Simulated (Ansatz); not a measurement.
## Structures of CO2: which is lowest?

Plane-wave DFT in Ansatz with scalar-relativistic PAW potentials, cutoff 420 eV, Γ-centred meshes chosen by cell and gap, Gaussian smearing with energies taken to zero width. Every cell was relaxed (cell and atoms) in a run of its own, within the symmetry of its start. Functional: PBEsol.

Relaxed structures (starts from databases or built by putting these elements on another compound's sites):
A. Pna2_1, 12 atoms in the computed cell, a = 11.141 Å, b = 3.678 Å, c = 5.526 Å; sites (symmetry × multiplicity) C 1 × 4, O 1 × 4 + 1 × 4; start: database
B. P4_2/mnm, 6 atoms in the computed cell, a = 4.595 Å, c = 4.785 Å; sites (symmetry × multiplicity) C m.mm × 2, O m.2m × 4; start: database

Problem. Rank them by energy. Could pressure change the order?

Solution.
| structure | group | E − E(lowest) (meV/atom) | V (Å³/atom) | gap on mesh (eV) |
| --- | --- | --- | --- | --- |
| B | P4_2/mnm | 0.0 | 16.84 | 6.59 |
| A | Pna2_1 | 2.5 | 18.87 | 6.63 |

B is lowest, 3 meV/atom under A. The lowest is also the densest of these, so pressure wouldn't bring one of the others in at first order. Other structures may lie lower than all of these, and vibrations aren't counted.

Each cell of CO2 holds molecules, and where no dispersion correction was added their binding is poorly described.